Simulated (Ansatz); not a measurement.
CaZn$_{2}$As$_{2}$:
```xyz
5
Lattice="4.1195 0.0000 0.0000 -2.0598 3.5676 0.0000 0.0000 0.0000 6.9057" Properties=species:S:1:pos:R:3 pbc="T T T"
Ca     0.0000     0.0000     0.0000
Zn     0.0000     2.3784     4.3562
Zn     2.0598     1.1892     2.5495
As     0.0000     2.3784     1.7769
As     2.0598     1.1892     5.1288
```

DFT-PBEsol in the program Ansatz with PAW potentials gives a gap of 0.45 eV without spin–orbit coupling, maximum at Γ, minimum on the Γ–A line, 4 % of the way from Γ.

**Question.** What happens when spin–orbit coupling is switched on?

**Answer.** The gap decreases by 0.10 eV, to 0.35 eV; maximum at Γ, minimum on the Γ–A line, 6 % of the way from Γ.

**Question.** Give the electron effective mass with spin–orbit coupling.

**Answer.** 0.12, 0.12, 5.8 mₑ (principal values).

**Question.** Give the hole effective mass with spin–orbit coupling.

**Answer.** 0.095, 0.095, 0.49 mₑ (principal values).

Space group P-3m1. The first step of the workflow began from a Materials Project structure, measured or hypothetical; the Crystallography Open Database files this formula in space group No. 164, but the cells were not matched. Its standing as an ambient phase is unchecked. The cell was relaxed with PBEsol under the symmetry of its start; whether a distortion lowers the energy is not shown.

Potentials: the later of the program's two PAW sets.
